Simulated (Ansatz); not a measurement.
W (bcc (W type)), relaxed with LDA (Ansatz, a first-principles code, plane waves, PAW): a = b = c = 3.136 Å, α = β = γ = 90.00°.

| Item | Value |
|---|---|
| B₀ by P(V) fit (GPa) | 335 |
| K_Hill (GPa) | 335 |
| G_Hill (GPa) | 159 |
| Θ_D (K) | 378 |

The same phase is relaxed and computed with PBE in the same code. What are the cell and these values now?

a = 3.1836 Å, b = 3.1836 Å, c = 3.1836 Å, α = 90.00°, β = 90.00°, γ = 90.00°.

- B₀ by P(V) fit (GPa) = 304
- K_Hill (GPa) = 303
- G_Hill (GPa) = 148
- Θ_D (K) = 368

All cells were relaxed under the symmetry of their starts (and spin orders); stability against distortions was not tested throughout. Rows with no word on spin ran without spin polarisation. Spin–orbit coupling is left out wherever it is not named.

Potentials: the later of the program's two PAW sets.

Ansatz is a plane-wave DFT program.
